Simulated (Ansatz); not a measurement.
ZnS (rock salt, Fm-3m), r²SCAN+D4 in the plane-wave PAW code Ansatz, all energies at zero smearing, with the estimated change up to a 700 eV cutoff added, with one set of potentials and settings (totals compare only within such a set). Cell of 2 atoms (1 Zn, 1 S): -4233.110 eV.

| element | reference phase | E (eV/atom) |
|---|---|---|
| Zn | P6_3/mmc, 2 atoms in the cell | -3325.8010 |
| S | P2/c, 32 atoms in the cell | -905.9097 |

Formation energy per atom, worked out: (-4233.110 − 1×(-3325.8010) − 1×(-905.9097))/2 = -0.700 eV/atom (-68 kJ per mol of atoms), at 0 K, without zero-point energy or fitted corrections.

This is a known high-pressure phase of the composition, computed here at zero pressure and temperature. The cell was relaxed with r²SCAN+D4 under the symmetry of its start; its stability against distortions is not shown here. The references are the lowest solids computed at this level, not always the standard phases.

Potentials: the earlier of the program's two PAW sets.
